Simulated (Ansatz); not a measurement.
Relaxed-ion elastic tensor of SrO (rock salt, Fm-3m) in GPa (Voigt order), the program Ansatz at the LDA level (PAW); density 5.30 g/cm³, 16.24 Å³ per atom.

```
 209  52.1  52.1   0.0   0.0   0.0
52.1   209  52.1   0.0   0.0   0.0
52.1  52.1   209   0.0   0.0   0.0
 0.0   0.0   0.0  56.0   0.0   0.0
 0.0   0.0   0.0   0.0  56.0   0.0
 0.0   0.0   0.0   0.0   0.0  56.0
```

Is the crystal mechanically stable?

Yes: the smallest eigenvalue of C is 56.0 GPa.

Work out the Voigt, Reuss and Hill averages.

K_V = 104, K_R = 104, K_H = 104; G_V = 64.9, G_R = 63.2, G_H = 64.1 GPa.

Give Young's modulus, Poisson's ratio, Pugh's ratio and the universal anisotropy index.

E = 9KG/(3K + G) = 160 GPa; ν = 0.25; K/G = 1.63 (brittle by the Pugh limit of 1.75); A_U = 5G_V/G_R + K_V/K_R − 6 = 0.14.

Estimate the sound speeds and the Debye temperature.

v_l = √((K + 4G/3)/ρ) = 5990 m/s, v_t = √(G/ρ) = 3480 m/s, mean 3860 m/s; Θ = (h/k)(3n/4πV)^(1/3) v_m = 454 K.

Give the Zener ratio and Young's modulus along [100], [110] and [111].

A = 2C44/(C11 − C12) = 0.71; 1/E = S11 − 2(S11 − S12 − S44/2)Γ with Γ = 0, 1/4, 1/3 gives 188, 152, 142 GPa.

Solve the Christoffel equation for the three sound speeds along [100], [110], [111].

Eigenvalues of C_ijkl n_j n_l equal ρv². In km/s, slowest first: [100] 3.25, 3.25, 6.28; [110] 3.25, 3.85, 5.93; [111] 3.66, 3.66, 5.81.

Symmetry was held in the LDA relaxation; phonons on a q-mesh show no instability.

Potentials: the earlier of the program's two PAW sets.
